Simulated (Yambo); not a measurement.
A G0W0@PBEsol run in Yambo for KCdF₃ (cubic perovskite, space group Pm-3m, No. 221) (2×2×2 Γ-centred k mesh, bands 9 to 260 and a 7 Ry block in the screening, 260 bands in G with the Bruneval-Gonze terminator, plasmon pole fitted at 27.2 eV) gives these matrix elements, in eV, at the band edges (R → Γ):

```tsv
state	E0	<Vxc>	<Σx>	<Σc(E0)>	Z
valence edge	0.000	-25.766	-32.447	4.416	0.823
conduction edge	2.987	-11.732	-7.012	-3.171	0.879
```

Solve the linearised quasiparticle equation for both states, give the gap, and say how exchange and correlation each act on it.

E = E0 + Z(Σx + Σc − Vxc). Valence: 0.000 + 0.823 × (-32.447 + (4.416) − (-25.766)) = -1.86 eV. Conduction: 2.987 + 0.879 × (-7.012 + (-3.171) − (-11.732)) = 4.35 eV. The gap is 6.21 eV, against 2.99 eV in PBEsol. Replacing Vxc by bare exchange alone would open it by 11.40 eV; correlation takes back 7.59 eV of that, and Z scales what is left. Nearest settings tried, and what they do to the gap: 174 bands in W, 174 bands in G: +179 meV; 6 Ry block (171 vectors against 203): +5 meV. Not varied: mesh. So the settings aren't converged at that level. The k mesh is coarse. The cell is held in this high symmetry; tilts and polar distortions were not searched.

Spin-orbit coupling is included.

Geometry of the Materials Project entry, not relaxed at this level; primitive cell a = 4.3821 Å, b = 4.3821 Å, c = 4.3821 Å, α = 90.00°, β = 90.00°, γ = 90.00°.

The structure is a Materials Project entry; no match was found in the copy of COD used, and its stability was not checked.
